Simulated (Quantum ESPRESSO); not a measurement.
Mo5InAgMg, input and log of a self-consistent run

A calculation, not a measurement. The program is pw.x of Quantum ESPRESSO 7.5 (plane-wave density functional theory). The cell is made up: eight metal atoms on a hexagonal close-packed lattice, with elements, volume, strain and displacements drawn at random and not relaxed, so it may be unstable or far from any real phase. PseudoDojo standard norm-conserving files set the functional (PBE unless stated); there is no spin polarisation or spin-orbit coupling, the Fermi-Dirac width of 0.25 eV means electrons at about 2900 K, and the masses in the input are unused placeholders. A spin test at this wide smearing found no moment, but such smearing suppresses magnetism that the real alloy may have.

Input:

```
&control calculation='scf', pseudo_dir='./dojo.nc.sr.pbe.v0_5.standard.upf', outdir='./o', disk_io='minimal', tprnfor=.true., tstress=.true. /
&system ibrav=0, nat=8, ntyp=4, nbnd=72, ecutwfc=84.00895049, nosym=.true., tot_charge=0,
 occupations='smearing', smearing='fd', degauss=0.0183746611
/
&electrons conv_thr=1.470e-08, electron_maxstep=70, mixing_beta=0.5 /
ATOMIC_SPECIES
Ag 1.0 Ag.upf
In 1.0 In.upf
Mg 1.0 Mg.upf
Mo 1.0 Mo.upf
CELL_PARAMETERS angstrom
2.8342 -0.0128 -0.0021
-0.0222 5.0123 -0.0113
-0.0066 -0.0211 9.4764
ATOMIC_POSITIONS angstrom
Mo 0.0093 -0.036 0.0748
In -0.0331 0.0107 4.6526
Mo -0.0215 1.6937 2.3803
Mo -0.0862 1.6555 7.1111
Ag 1.4832 2.4706 0.0173
Mo 1.3481 2.4914 4.7353
Mg 1.4285 4.1838 2.4272
Mo 1.3678 4.186 7.0526
K_POINTS automatic
8 5 3 1 1 1
```

The log is shortened where brackets say so; the opening notice, blank lines, dates and the lines on written files are dropped, and the path of the files is cut. It prints rydbergs, bohrs and kilobars, and counts compression as positive stress. Its total energy is the free energy E - TS of the whole cell.

```
     Program PWSCF v.7.5
     Parallel version (MPI & OpenMP), running on       4 processor cores
     Number of MPI processes:                 4
     Threads/MPI process:                     1
     [start-up lines left out]
     bravais-lattice index     =            0
     lattice parameter (alat)  =       5.3559  a.u.
     unit-cell volume          =     908.4404 (a.u.)^3
     number of atoms/cell      =            8
     number of atomic types    =            4
     number of electrons       =       112.00
     number of Kohn-Sham states=           72
     kinetic-energy cutoff     =      84.0090  Ry
     charge density cutoff     =     336.0358  Ry
     scf convergence threshold =      1.5E-08
     mixing beta               =       0.5000
     number of iterations used =            8  plain     mixing
     Exchange-correlation= PBE
                           (   1   4   3   4   0   0   0)
     [axes and pseudopotential details left out]
   Cartesian axes
     site n.     atom                  positions (alat units)
         1        Mo     tau(   1) = (   0.0032813  -0.0127019   0.0263917  )
         2        In     tau(   2) = (  -0.0116787   0.0037753   1.6415748  )
         3        Mo     tau(   3) = (  -0.0075858   0.5975874   0.8398402  )
         4        Mo     tau(   4) = (  -0.0304139   0.5841093   2.5090063  )
         5        Ag     tau(   5) = (   0.5233168   0.8717007   0.0061040  )
         6        Mo     tau(   6) = (   0.4756495   0.8790396   1.6707538  )
         7        Mg     tau(   7) = (   0.5040170   1.4761683   0.8563879  )
         8        Mo     tau(   8) = (   0.4826003   1.4769445   2.4883657  )
     number of k points=    60  Fermi-Dirac smearing, width (Ry)=  0.0184
                       cart. coord. in units 2pi/alat
        k(    1) = (   0.0627949   0.0569364   0.0500177), wk =   0.0333333
        k(    2) = (   0.0626451   0.0564862  -0.1493721), wk =   0.0333333
     [further k points left out]
     Dense  grid:    94549 G-vectors     FFT dimensions: (  32,  60, 108)
     Estimated max dynamical RAM per process >     352.88 MB
     Estimated total dynamical RAM >       1.31 GB
     Initial potential from superposition of free atoms
     starting charge     111.9877, renormalised to     112.0000
     Starting wfcs are   74 randomized atomic wfcs
     total cpu time spent up to now is        5.1 secs
     per-process dynamical memory:   287.5 Mb
     Self-consistent Calculation
     iteration #  1     ecut=    84.01 Ry     beta= 0.50
     Davidson diagonalization with overlap
     ethr =  1.00E-02,  avg # of iterations =  5.9
     total cpu time spent up to now is       17.6 secs
     total energy              =   -1263.59230406 Ry
     estimated scf accuracy    <       1.51440565 Ry
     iteration #  2     ecut=    84.01 Ry     beta= 0.50
     Davidson diagonalization with overlap
     ethr =  1.35E-03,  avg # of iterations =  5.4
     total cpu time spent up to now is       31.0 secs
     total energy              =   -1261.81903292 Ry
     estimated scf accuracy    <      42.84154359 Ry
     iteration #  3     ecut=    84.01 Ry     beta= 0.50
     Davidson diagonalization with overlap
     ethr =  1.35E-03,  avg # of iterations =  5.4
     total cpu time spent up to now is       43.5 secs
     total energy              =   -1263.95865092 Ry
     estimated scf accuracy    <       3.70812315 Ry
     iteration #  4     ecut=    84.01 Ry     beta= 0.50
     Davidson diagonalization with overlap
     ethr =  1.35E-03,  avg # of iterations =  2.0
     total cpu time spent up to now is       52.8 secs
     total energy              =   -1264.08822501 Ry
     estimated scf accuracy    <       1.66606430 Ry
     iteration #  5     ecut=    84.01 Ry     beta= 0.50
     Davidson diagonalization with overlap
     ethr =  1.35E-03,  avg # of iterations =  1.1
     total cpu time spent up to now is       61.5 secs
     total energy              =   -1264.11692102 Ry
     estimated scf accuracy    <       2.82147010 Ry
     [iterations 6 to 15 left out]
     iteration # 16     ecut=    84.01 Ry     beta= 0.50
     Davidson diagonalization with overlap
     ethr =  2.29E-09,  avg # of iterations =  1.0
     total cpu time spent up to now is      166.2 secs
     total energy              =   -1264.25107913 Ry
     estimated scf accuracy    <       0.00000143 Ry
     iteration # 17     ecut=    84.01 Ry     beta= 0.50
     Davidson diagonalization with overlap
     ethr =  1.28E-09,  avg # of iterations =  1.0
     total cpu time spent up to now is      175.0 secs
     total energy              =   -1264.25107921 Ry
     estimated scf accuracy    <       0.00000014 Ry
     iteration # 18     ecut=    84.01 Ry     beta= 0.50
     Davidson diagonalization with overlap
     ethr =  1.21E-10,  avg # of iterations =  1.8
     total cpu time spent up to now is      184.1 secs
     total energy              =   -1264.25107922 Ry
     estimated scf accuracy    <       0.00000004 Ry
     iteration # 19     ecut=    84.01 Ry     beta= 0.50
     Davidson diagonalization with overlap
     ethr =  3.19E-11,  avg # of iterations =  2.3
     total cpu time spent up to now is      193.8 secs
     total energy              =   -1264.25107922 Ry
     estimated scf accuracy    <       0.00000009 Ry
     iteration # 20     ecut=    84.01 Ry     beta= 0.50
     Davidson diagonalization with overlap
     ethr =  3.19E-11,  avg # of iterations =  1.6
     total cpu time spent up to now is      202.7 secs
     End of self-consistent calculation
     [lines on levels left out]
!    total energy              =   -1264.25107923 Ry
     estimated scf accuracy    <          6.0E-10 Ry
     smearing contrib. (-TS)   =      -0.12120274 Ry
     internal energy E=F+TS    =   -1264.12987649 Ry
     The total energy is F=E-TS. E is the sum of the following terms:
     one-electron contribution =    -359.56010202 Ry
     hartree contribution      =     241.66543469 Ry
     xc contribution           =    -205.32678157 Ry
     ewald contribution        =    -940.90842759 Ry
     convergence has been achieved in  20 iterations
     Forces acting on atoms (cartesian axes, Ry/au):
     atom    1 type  4   force =     0.00832186    0.02589135   -0.04399135
     atom    2 type  2   force =     0.00039262   -0.00167531    0.03894244
     atom    3 type  4   force =     0.00846041   -0.01406164   -0.02334026
     atom    4 type  4   force =     0.00470920   -0.00177022    0.00569327
     atom    5 type  1   force =    -0.01442070    0.00972024   -0.00564039
     atom    6 type  4   force =     0.00123853    0.00886742    0.02673262
     atom    7 type  3   force =    -0.00755474   -0.01066614   -0.03996018
     atom    8 type  4   force =    -0.00114718   -0.01630572    0.04156384
     Total force =     0.099788     Total SCF correction =     0.000136
     Computing stress (Cartesian axis) and pressure
          total   stress  (Ry/bohr**3)                   (kbar)     P=       13.65
  -0.00003243   0.00001621  -0.00002387           -4.77        2.38       -3.51
   0.00001621   0.00020806  -0.00010657            2.38       30.61      -15.68
  -0.00002387  -0.00010657   0.00010283           -3.51      -15.68       15.13
     init_run     :      4.84s CPU      5.01s WALL (       1 calls)
     electrons    :    193.24s CPU    197.65s WALL (       1 calls)
     forces       :      1.40s CPU      1.41s WALL (       1 calls)
     stress       :      4.72s CPU      4.72s WALL (       1 calls)
     [timing details left out]
     PWSCF        :   3m24.27s CPU   3m28.91s WALL
     JOB DONE.
```

In other units: free energy -17201.012 eV for the cell, pressure 1.37 GPa, largest force component 1.131 eV/Å in size. The run took 211 s of wall time with four MPI processes on a shared machine (AMD EPYC, Zen 5, virtual cores), so the time is rough. A rerun of this cell at a higher cutoff and on a denser mesh moved values by no more than 0.014 eV in energy, 0.11 GPa in stress and 0.013 eV/Å in force, and a second program with other atomic files agreed on that cell to 2 % rms in force and 0.5 GPa in pressure.